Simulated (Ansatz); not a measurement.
Consider the following.

Re (hcp, Mg type)

```
CELL_PARAMETERS angstrom
      2.77518     0.00000     0.00000
     -1.38759     2.40338     0.00000
      0.00000     0.00000     8.96604
ATOMIC_POSITIONS crystal
  Re 0.33333 0.66667 0.37500
  Re 0.33333 0.66667 0.87500
  Re 0.66667 0.33333 0.12500
  Re 0.66667 0.33333 0.62500
```

A phonon eigenvector at A = (0.0, 0.0, 0.5) is frozen into this cell: atom i moves by Q times the vector below, so Q is the largest atomic displacement, in Å. The cell is held. It is one choice among 4 degenerate patterns. (q is in reciprocal vectors of the primitive cell; the cell shown is doubled to hold the pattern.)

```
atom      x       y      z
----  -----  ------  -----
Re3   0.000  -1.000  0.000
Re4   0.000   1.000  0.000
```

Atoms not listed stay in place.

These are PBE (plane waves to 420 eV, PAW, scalar-relativistic; Ansatz, a quantum-chemistry and plane-wave program) values and carry that method's errors. k mesh 19×19×6 (Γ-centred), Fermi-Dirac smearing 0.05 eV. Energies are smeared free energies. With partly filled bands, energies and forces of such displacements shift with the k mesh and the smearing. Re is run without spin polarisation. Re was relaxed with its symmetry unable to fall. Spin-orbit coupling is left out, though Re is heavy. The PAW data are Ansatz's earlier set. The zero of ΔE is the undisplaced structure.

The scan covers Q from -0.280 to 0.280 Å in 13 points.

Task: Is this a single well or a double well?

Result: A single well with its minimum at or next to zero displacement.

Task: Which space group does the distorted structure have?

Result: Amm2 (No. 38), lowered from P6_3/mmc.

Task: What is the energy change at Q = 0.280 Å?

Result: 361 meV/cell.

Task: What harmonic wavenumber does the curvature at Q = 0 give?

Result: 81 cm⁻¹.

(A displaced cell: forces are minus the slopes of the energy, force constants its curvatures, and phonons follow from these.)
